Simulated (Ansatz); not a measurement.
**Frozen-phonon scan for InP (zinc blende)**

Relaxed InP (zinc blende):

```yaml
crystal:
  lattice:
    - [0.00000, 5.95953, 5.95953]
    - [2.97977, 0.00000, 2.97977]
    - [2.97977, 2.97977, 0.00000]
  atoms:
    - { symbol: P, position: [0.37500, 0.75000, 0.75000] }
    - { symbol: P, position: [0.87500, 0.75000, 0.75000] }
    - { symbol: In, position: [0.00000, 0.00000, 0.00000] }
    - { symbol: In, position: [0.50000, 0.00000, 0.00000] }
```

The atoms are displaced by Q × the pattern below (from a DFPT mode at L = (0.5, 0.0, 0.0), largest move 1; Q in Å), at fixed cell. (q is in reciprocal vectors of the primitive cell; the cell shown is doubled to hold the pattern.)

```tsv
atom	x	y	z
P1	0.577	-0.577	-0.577
P2	-0.577	0.577	0.577
In3	-0.036	0.036	0.036
In4	0.036	-0.036	-0.036
```

The numbers are results of PBE (plane waves to 420 eV, PAW, scalar-relativistic; Ansatz, a quantum-chemistry and plane-wave program), not measurements. k mesh 5×10×10 (Γ-centred), Fermi-Dirac smearing 0.05 eV. Energies are smeared free energies. Compression counts positive. InP was relaxed with its symmetry unable to fall. ΔE is measured from the undisplaced structure.

```csv
Q (Å),ΔE (eV/cell),P (GPa),−dE/dQ from forces (eV/Å)
-0.180,0.371,1.13,4.194
-0.150,0.256,0.78,3.457
-0.120,0.163,0.49,2.741
-0.090,0.091,0.28,2.041
-0.060,0.041,0.12,1.354
-0.030,0.010,0.03,0.675
0.000,0.000,0.00,0.000
0.030,0.010,0.03,-0.675
0.060,0.041,0.12,-1.354
0.090,0.091,0.28,-2.041
0.120,0.163,0.49,-2.741
0.150,0.256,0.78,-3.457
0.180,0.371,1.13,-4.194
```

Summary:

| Item | Value |
|---|---|
| Energy at Q = 0.180 Å | 371 meV/cell |
| Space group of the distorted cell | R3m (No. 160), lowered from F-43m |
| Symmetry of the curve | even: the same for both signs |
| Shape of the curve | a single well with its minimum at or next to zero displacement |
| Harmonic wavenumber from the curvature (finite differences) | 312 cm⁻¹ |
| Wavenumber by perturbation theory (DFPT, on another k mesh) | 312 cm⁻¹ |

(For displaced atoms, the force is minus the slope of the energy, and its curvature is a force constant, which sets phonon frequencies.)
